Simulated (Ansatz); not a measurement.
PbS:
```
PbS
1.0
    5.10078     0.00000     0.00000
    0.00000     5.10078     0.00000
    0.00000     0.00000     4.12701
Pb S
2 2
Direct
  0.50000   0.00000   0.30404
  0.00000   0.50000   0.69596
  0.00000   0.00000   0.00000
  0.50000   0.50000   0.00000
```

Relaxed with r²SCAN+D4. Special points in fractions of this cell's reciprocal vectors: Γ (0.000, 0.000, 0.000); X (0.000, 0.500, 0.000); M (0.500, 0.500, 0.000); Z (0.000, 0.000, 0.500); R (0.000, 0.500, 0.500); A (0.500, 0.500, 0.500).

**Question.** List the band energies nearest the valence-band maximum at these points for plane-wave PAW r²SCAN+D4 (Ansatz code).

**Answer.** In eV from the valence-band maximum; about four levels below and three above (degenerate sets whole), none deeper than 8.9 eV; points with the same levels are listed once.

```tsv
k	below	above
Γ	-1.38 -1.38 -1.01 -0.44	2.71 4.80 5.39 5.39
X	-1.40 -1.40 -0.33 -0.33	2.72 2.72 5.62 5.62
M	-0.45 -0.45 -0.23 -0.23	1.73 1.73 4.45 4.45
Z	-1.57 -1.19 -1.19 -0.96	1.42 1.73 1.81 1.81
R	-2.37 -2.37 -0.92 -0.92	3.31 3.31 3.36 3.36
A	-2.98 -2.98 -0.16 -0.16	4.99 4.99 5.04 5.04
```

Space group P4/nmm. The start of the workflow was typed in or built on a structure type; neither database checked (COD, Materials Project) lists it. It is not the phase usual at ambient conditions (space group No. 225). The r²SCAN+D4 relaxation kept the symmetry of its start. At this level the phase is mechanically unstable. The volume moved by -18 % from the start of the relaxation. Spin–orbit coupling is left out wherever it is not named.

Potentials: the earlier of the program's two PAW sets.
